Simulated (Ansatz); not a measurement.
Re (P63/mmc); total moment held at 1.8 μB.

```xyz
2
Lattice="2.7608 0.0000 0.0000 -1.3804 2.3909 0.0000 0.0000 0.0000 4.4582" Properties=species:S:1:pos:R:3 pbc="T T T"
Re    0.0000    1.5939    1.1145
Re    1.3804    0.7970    3.3436
```

Geometry: a structure as deposited in COD; nothing is relaxed.

Functional, mesh and filling: PBEsol, 12×12×7 k mesh, Fermi–Dirac smearing of 0.08 eV. PAW means Ansatz 0.2.0 on its default frozen-core files. Site moments are integrated in spheres about the atoms. Start moments (μB): Re1 0.9, Re2 0.9.

Iteration by iteration:

```json
{"iteration": "1", "Harris–Foulkes energy less the last (meV)": "-335.488", "density residual (eV)": "9.6e-01", "M (μB)": "1.8000", "∫|m| (μB)": "1.8000"}
{"iteration": "2", "Harris–Foulkes energy less the last (meV)": "-178.329", "density residual (eV)": "5.1e-01", "M (μB)": "1.8000", "∫|m| (μB)": "1.8000"}
{"iteration": "3", "Harris–Foulkes energy less the last (meV)": "0.770", "density residual (eV)": "7.9e-04", "M (μB)": "1.8000", "∫|m| (μB)": "1.8000"}
{"iteration": "4", "Harris–Foulkes energy less the last (meV)": "-0.002", "density residual (eV)": "4.4e-05", "M (μB)": "1.8000", "∫|m| (μB)": "1.8000"}
{"iteration": "5", "Harris–Foulkes energy less the last (meV)": "0.000", "density residual (eV)": "4.7e-07", "M (μB)": "1.8000", "∫|m| (μB)": "1.8000"}
{"iteration": "6", "Harris–Foulkes energy less the last (meV)": "0.000", "density residual (eV)": "2.4e-08", "M (μB)": "1.8000", "∫|m| (μB)": "1.8000"}
{"iteration": "7", "Harris–Foulkes energy less the last (meV)": "0.000", "density residual (eV)": "8.5e-10", "M (μB)": "1.8000", "∫|m| (μB)": "1.8000"}
```

Site moments (μB): Re1 0.71, Re2 0.71. Cell moment 1.80 μB.

The PAW files were made with PBE; the program remakes their cores once for the run's functional and then keeps them frozen. The Ansatz runs typed with the search for lower states off end where their start leads. Spin–orbit coupling is left out although heavy atoms are present. These are results for the start and cell typed. The real compound can order otherwise, in a larger cell, or not at all, since semilocal functionals at zero temperature often overstate magnetism.
